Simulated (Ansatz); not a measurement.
P:
```cif
data_P8
_chemical_formula_sum 'P8'
_space_group_name_H-M_alt 'Cmce'
_space_group_IT_number 64
_space_group_name_Hall '-C 2ac 2'
_cell_length_a 3.30036
_cell_length_b 11.01721
_cell_length_c 4.55657
_cell_angle_alpha 90.000
_cell_angle_beta 90.000
_cell_angle_gamma 90.000
loop_
_space_group_symop_operation_xyz
  'x, y, z'
  '-x, -y, -z'
  '-x+1/2, -y, z+1/2'
  'x+1/2, y, -z+1/2'
  'x, -y, -z'
  '-x, y, z'
  '-x+1/2, y, -z+1/2'
  'x+1/2, -y, z+1/2'
  'x+1/2, y+1/2, z'
  '-x+1/2, -y+1/2, -z'
  '-x, -y+1/2, z+1/2'
  'x, y+1/2, -z+1/2'
  'x+1/2, -y+1/2, -z'
  '-x+1/2, y+1/2, z'
  '-x, y+1/2, -z+1/2'
  'x, -y+1/2, z+1/2'
loop_
_atom_site_label
_atom_site_type_symbol
_atom_site_symmetry_multiplicity
_atom_site_Wyckoff_symbol
_atom_site_fract_x
_atom_site_fract_y
_atom_site_fract_z
_atom_site_occupancy
P1 P 8 f 0.00000 0.40460 0.41153 1
```
(The calculation used a cell of 4 atoms; values per cell refer to that cell.)

Relaxed at zero pressure with the program Ansatz at the r²SCAN level (PAW).

Q: The volume is lowered by 9 % and shape and atoms relax at that volume. What pressure results, and how do the axes share the change?

A: 2.4 GPa; a -0.2 %, b -5.0 %, c -4.0 %; the energy rises by 12 meV/atom.

Q: Give the new structure.

A: 
Space group Cmce (No. 64); a = 3.2943 Å, b = 10.4616 Å, c = 4.3747 Å, α = 90.00°, β = 90.00°, γ = 90.00°

```
atom  site  symmetry       x       y       z
----  ----  --------  ------  ------  ------
P       8f       m..  0.0000  0.3985  0.4177
```

The phase is kept; no other phase was compared at this pressure.

The r²SCAN relaxation kept the symmetry of its start. A crystal of weakly bound layers computed without a dispersion correction: the cell and the soft elastic constants depend strongly on that.

Potentials: the later of the program's two PAW sets.
